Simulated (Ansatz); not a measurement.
Structure: a 4-atom cell of SnO built on the litharge structure (relaxed group P4/nmm), at its r2SCAN+rVV10 minimum. It is tetragonal, P4/nmm (No. 129); conventional cell a = 3.793 Å, c = 4.758 Å, 17.11 Å³ an atom. Sn has 4 O at 2.22 Å; O has 4 Sn at 2.22 Å.

```
Sn O
1.0
     3.79259    0.00000    0.00000
     0.00000    3.79259    0.00000
     0.00000    0.00000    4.75839
Sn O
2 2
Direct
  0.00000 0.50000 0.24103
  0.50000 0.00000 0.75897
  0.50000 0.50000 0.00000
  0.00000 0.00000 0.00000
```

3 runs of Ansatz on this cell differ in the functional (and in the settings that go with it). Levels are in eV from each run's valence top; v1 is the last filled band, c1 the first empty one.

Run A, mean stress +1.2 GPa (compression positive):
```tsv
point	v2	v1	c1	c2
Γ	-3.67	0.00	2.51	4.73
X	-3.11	-3.11	3.55	3.55
M	-2.19	-2.19	0.02	0.02
Z	-2.97	-2.62	2.01	2.95
R	-2.09	-2.09	2.87	2.87
A	-2.99	-2.99	2.36	2.36
```

Run B, mean stress +5.4 GPa (compression positive):
```tsv
point	v2	v1	c1	c2
Γ	-3.30	-0.01	2.18	4.53
X	-2.86	-2.86	3.26	3.26
M	-1.97	-1.97	-0.08	-0.08
Z	-3.02	-2.32	1.71	2.81
R	-1.84	-1.84	2.64	2.64
A	-2.63	-2.63	2.24	2.24
```

Run C, mean stress +0.8 GPa (compression positive):
```tsv
point	v2	v1	c1	c2
Γ	-4.22	0.00	2.85	5.18
X	-3.40	-3.40	3.93	3.93
M	-2.33	-2.33	0.24	0.24
Z	-3.10	-2.97	2.34	3.36
R	-2.33	-2.33	3.23	3.23
A	-3.26	-3.26	2.67	2.67
```

Q: Match the runs to PBE, r2SCAN, HSE06.

A: A is r2SCAN, B is PBE, C is HSE06. In order of the gap: PBE none (overlap 0.08), r2SCAN 0.02, HSE06 0.24 eV.

The calculation is spin-unpolarised, and the structure need not be a phase that has been made.

Spin-orbit coupling is left out, which matters wherever the heavy atoms make up the band edges.

The stress of a hybrid is loosely converged in these runs.

Where bands overlap, v1 and c1 are numbered by the electron count and aren't everywhere filled or empty.

Gaps or overlaps of about a tenth of an eV are at the limit of these meshes: between the points read a gap can be smaller or closed.

The meshes of the hybrids are coarse, so their gaps aren't converged to the digits shown.
